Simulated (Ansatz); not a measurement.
Kick test of a cell of Sn4SeS3

The structure comes from a generated guess, relaxed at this level; another structure or a mixture of phases may lie lower.

Computed with DFT PBE, scalar-relativistic, plane waves, PAW (Ansatz). Settings: cutoff 420 eV, Γ-centred mesh 8×8×8 on the computed 8-atom cell, Gaussian smearing of 0.02 eV; no spin polarisation.

The cell below (8 atoms, space group I4/mmm (No. 139)) is relaxed within its symmetry.

```
Sn Se S
1.0
    -2.95419    2.95419    5.90256
     2.95419   -2.95419    5.90256
     2.95419    2.95419   -5.90256
Sn Se S
4 1 3
Direct
  0.74415 0.74415 0.00000
  0.25585 0.25585 0.00000
  0.50000 0.00000 0.50000
  0.00000 0.50000 0.50000
  0.00000 0.00000 0.00000
  0.50000 0.50000 0.00000
  0.25000 0.75000 0.50000
  0.75000 0.25000 0.50000
```

For the test it was strained at random (σ = 1.5 % a component), the atoms were moved at random (σ = 0.10 Å), and all was relaxed again on a coarse 4×4×4 mesh (in the run’s order of axes) with 0.20 eV smearing, with no symmetry imposed.

Task: Does it come back?

Result: It doesn't return. The energy falls by 36 meV/atom on that mesh, the volume changes by 2.9 %, and the end has space group P1 (No. 1) at a loose tolerance. Relaxed again on a 6×6×6 mesh with 0.02 eV smearing, the new structure lies 29 meV/atom below the first (mesh in the axes of the run's cell; the cell below is made exact in the group named). Space group P1 (No. 1), triclinic, a = 6.014 Å, b = 6.018 Å, c = 6.266 Å, α = 103.5°, β = 103.7°, γ = 90.8°. Sn on its first site has 2 S at 2.71–2.76 Å, 1 Se at 2.74 Å and 2 S at 3.32–3.35 Å; Sn on its second site is surrounded by 3 S at 2.63–2.71 Å; Se has 3 Sn at 2.74–2.92 Å and 2 Sn at 3.13–3.17 Å; S on its first site is surrounded by 3 Sn at 2.63–2.71 Å and 2 Sn at 3.33–3.36 Å; 4 more sites not described.

Space group P1 (No. 1). a = 6.014 Å, b = 6.018 Å, c = 6.266 Å, α = 103.51°, β = 103.69°, γ = 90.84°
```json
{"atom": "Sn", "site": "1a", "symmetry": "1", "x": "0.7806", "y": "0.7880", "z": "0.4954"}
{"atom": "Sn", "site": "1a", "symmetry": "1", "x": "0.2868", "y": "0.3405", "z": "0.5086"}
{"atom": "Sn", "site": "1a", "symmetry": "1", "x": "0.9091", "y": "0.4310", "z": "0.9873"}
{"atom": "Sn", "site": "1a", "symmetry": "1", "x": "0.4309", "y": "0.9620", "z": "0.9990"}
{"atom": "Se", "site": "1a", "symmetry": "1", "x": "0.9447", "y": "0.9408", "z": "0.9554"}
{"atom": "S", "site": "1a", "symmetry": "1", "x": "0.4502", "y": "0.3951", "z": "0.9470"}
{"atom": "S", "site": "1a", "symmetry": "1", "x": "0.8478", "y": "0.3491", "z": "0.5496"}
{"atom": "S", "site": "1a", "symmetry": "1", "x": "0.3500", "y": "0.7935", "z": "0.5577"}
```
